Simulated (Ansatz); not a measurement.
## LaPb3 in the AuCu3-type structure

**The experiment.** The Crystallography Open Database holds a cell as deposited of cubic LaPb3 (space group Pm-3m), temperature not stated (1968): a = 4.906 Å, 29.52 Å³/atom.

Method: PBEsol, scalar-relativistic; no spin polarisation; PAW, 420 eV, 6×6×6 k-mesh, Gaussian smearing of 0.05 eV; code Ansatz. The datasets are Ansatz's generated set soft_2.

```cif
data_structure
_symmetry_space_group_name_H-M 'Pm-3m'
_symmetry_Int_Tables_number 221
_cell_length_a 4.8803
_cell_length_b 4.8803
_cell_length_c 4.8803
_cell_angle_alpha 90.000
_cell_angle_beta 90.000
_cell_angle_gamma 90.000
_cell_volume 116.24
loop_
_atom_site_label
_atom_site_type_symbol
_atom_site_symmetry_multiplicity
_atom_site_Wyckoff_symbol
_atom_site_fract_x
_atom_site_fract_y
_atom_site_fract_z
_atom_site_occupancy
La1 La 1 a 0.00000 0.00000 0.00000 1
Pb1 Pb 3 c 0.00000 0.50000 0.50000 1
```

The start was a prototype's sites filled with these elements; the Crystallography Open Database holds the compound in this structure.

The cell above was scaled in volume, its shape and atoms being fixed by the lattice's symmetry. Energies are counted from the cell above.

```json
{"V (Å³/atom)": "27.90", "ΔE (meV/atom)": "?", "P (GPa)": "?"}
{"V (Å³/atom)": "28.48", "ΔE (meV/atom)": "2.1", "P (GPa)": "1.2"}
{"V (Å³/atom)": "29.06", "ΔE (meV/atom)": "0.0", "P (GPa)": "0.0"}
{"V (Å³/atom)": "29.64", "ΔE (meV/atom)": "2.0", "P (GPa)": "-1.1"}
{"V (Å³/atom)": "30.22", "ΔE (meV/atom)": "7.6", "P (GPa)": "-2.0"}
```

Question: Fill in the withheld row.

Answer: ΔE (meV/atom): 8.8, P (GPa): 2.5.

Question: What do the points give for the equilibrium volume, the bulk modulus and its pressure derivative (third-order Birch–Murnaghan)?

Answer: V0 = 29.06 Å³/atom, B0 = 56 GPa, B0′ = 4.7.

B0·V0 = 56.0 GPa × 29.06 Å³ = 10.16 eV/atom sets the scale: near the minimum ΔE ≈ ½ B0 V0 x², with x = V/V0 − 1, and a pressure of 0.6 GPa squeezes the volume by about 1 %. At the ends of the curve: x = −4.0 % predicts 8.1 meV/atom and the run gives 8.8; x = +4.0 % predicts 8.1 meV/atom and the run gives 7.6. The curve is steeper than the parabola on the compressed side and flatter on the expanded side: the bulk modulus rises with pressure.

**Against experiment.** PBEsol gives 4.880 Å and 29.06 Å³/atom, −1.6 % in volume (−0.5 % in length) from the database's cell. PBEsol was built to cure PBE's overestimate of volumes, and the static lattice lacks thermal expansion. Spin–orbit coupling, left out, also moves the volume of such heavy elements' compounds.

No spin–orbit coupling, a notable omission for heavy elements. The run is a metal.
